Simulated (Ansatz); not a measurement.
Relaxation of Ca

Theory: Ansatz, DFT PBEsol, scalar-relativistic, plane waves, PAW. Settings: 420 eV cutoff, 12×12×8 k-mesh, Gaussian smearing of 0.10 eV, no spin polarisation.

What was changed in Cd: Cd → Ca on all its sites, cell and atoms relaxed.

Command:

```bash
ansatz run input.yaml --threads 1 --pin off --max-ram 2560MiB --backend cpu --events-out ev --progress --plain --runs-dir out
```

Input:

```yaml
crystal:
  lattice:
    - [3.3823362313, 0.0, 0.0]
    - [-1.6911681156, 2.9291891005, 0.0]
    - [0.0, 0.0, 6.4451738692]
  atoms:
    - { symbol: Ca, position: [0.3333333333, 0.6666666667, 0.25] }
    - { symbol: Ca, position: [0.6666666667, 0.3333333333, 0.75] }
basis:
  ecutwfc: 420
kpoints:
  mp_grid: { grid: [12, 12, 8] }
hamiltonian:
  xc: pbesol
scf:
  occupations: { method: gaussian, width: 0.1 }
output:
  forces: true
  stress: true
  eigenvalues: true
relax:
  adjacent_minimum: "off"
  f_tol: 0.01
  max_steps: 60
  cell: { stress_tol: 0.1 }
```

F is the free energy. Steps run on the plane waves of an earlier cell, but the last one, and at times one on the way, on a freshly chosen basis, so a repeated geometry can differ a little in energy.

Steps:

```tsv
step	F − F(1) (eV)	largest force component (eV/Å)	V (Å³/atom)	P (GPa)
1	0.0000	0.000	31.928	6.48
2	-0.2846	0.000	34.994	3.49
3	-0.4195	0.000	38.412	1.14
4	-0.4492	0.000	40.239	0.15
5	-0.4511	0.000	40.573	-0.01
6	-0.4547	0.000	40.573	0.08
7	-0.4549	0.000	40.728	0.01
8	-0.4549	0.000	40.728	0.01
```

Relaxed structure:

```
CELL_PARAMETERS angstrom
3.85130 0.00000 0.00000
-1.92565 3.33532 0.00000
0.00000 0.00000 6.34133
ATOMIC_POSITIONS crystal
Ca 0.33333 0.66667 0.25000
Ca 0.66667 0.33333 0.75000
```

Symmetry: P6_3/mmc, No. 194, hexagonal system. The conventional cell has a = 3.851 Å, b = 3.851 Å, c = 6.341 Å, α = 90.00°, β = 90.00°, γ = 120.00°. Ca (site symmetry -6m2) has 12 Ca at 3.85 to 3.87 Å as nearest neighbours.

The run converged. Time: 36 s on 1 thread of Arm Neoverse V1, with other jobs on the host, peak memory 0.38 GiB.